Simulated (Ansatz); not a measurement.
## Notes on CdMoC4

```
C Cd Mo
1.0
     0.00000    5.06233    0.00000
     5.06233    0.00000    0.00000
     2.53117    2.53117   -5.47848
C Cd Mo
8 2 2
Cartesian
  3.7967 3.2399 -4.4376
  1.8224 1.2656 -1.6983
  6.3279 6.8848 -4.4376
  3.2399 3.7967 -1.6983
  6.3279 4.3536 -3.7802
  0.7087 3.7967 -1.0409
  3.7967 5.7711 -3.7802
  4.3536 1.2656 -1.0409
  2.5312 2.5312 0.0000
  5.0623 2.5312 -2.7392
  0.0000 0.0000 0.0000
  2.5312 5.0623 -2.7392
```

The numbers come from plane-wave PAW DFT (Ansatz): r2SCAN, no spin polarisation, 500 eV, 6×6×6 Γ-centred k points, fermi-dirac occupations (width 0.1 eV). Nothing was relaxed.

Problem. Which atom feels the largest force, and which way?

Solution. The largest is on C3 (and as large on other atoms): 4.68 eV/Å, components (-3.04, -2.22, 2.78). It makes 174° with the line to a nearest neighbour, Mo11 at 1.79 Å, pointing away from it.

Problem. Is the cell too large or too small?

Solution. The pressure is 35.3 GPa (compression positive), so with the atoms held at these fractions the cell would first expand; the forces are large, so a full relaxation may end otherwise. The principal stresses 34.6, 34.6, 36.7 GPa differ, so its shape would change too.

Problem. How is the charge shared?

Solution. Bader charges in e: Cd +1.04, Mo +1.50, C -0.63. In the mean Mo gives up most and C takes most.

Problem. Is it stable against the elements?

Solution. 2.78 eV an atom against the elements' usual phases (free molecules for gases, crystals otherwise, with no correction for O₂ or N₂), so at this geometry it isn't bound against them. Relaxing would lower it.

Problem. Is there a gap?

Solution. It is a metal, with about 7.3 states/eV a cell as the mean within 0.25 eV of the Fermi level, mostly C p (76 %).

Problem. What do density and ELF say about some of the short contacts?

Solution. C–Mo at 1.79 Å: least valence density 1.52 e/Å³ and ELF 0.55 there. Cd–C at 2.23 Å: least valence density 0.51 e/Å³ and ELF 0.27 there. These are pseudo-fields; inside the PAW spheres they differ from the all-electron ones.

Origin: a known structure type with other elements, at an estimated volume, so it need not be a known compound. Caveats: many states at the Fermi level without spin polarisation, so a magnetic state may lie lower; atoms or cell far from equilibrium.
